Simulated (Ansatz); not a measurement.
BP (CsCl type, Pm-3m) at seven volumes, PBE (plane waves, PAW; program Ansatz), scaled uniformly. One row is withheld.

```tsv
V (Å³/atom)	P (GPa)
9.098	?
9.398	9.39
9.698	4.37
9.998	0.00
10.298	-3.79
10.597	-6.93
10.897	-9.53
```

Question: Fit the shown pressures and predict the withheld one.

Answer: P = (3/2)B₀(x^(7/2) − x^(5/2))[1 + (3/4)(B′ − 4)(x − 1)] with x = (V₀/V)^(2/3). Least squares on the six rows gives V₀ = 9.996 Å³/atom, B₀ = 134 GPa, B′ = 4.34. At V = 9.098, x = 1.0648 and P = 15.48 GPa. The run itself gave 15.18 GPa.

The cell is a constructed one: a structure type filled with these elements; neither database checked (COD, Materials Project) lists it. It is not the phase usual at ambient conditions (space group No. 216). Symmetry was held in the PBE relaxation; its stability against distortions is not shown here.

Potentials: the later of the program's two PAW sets.
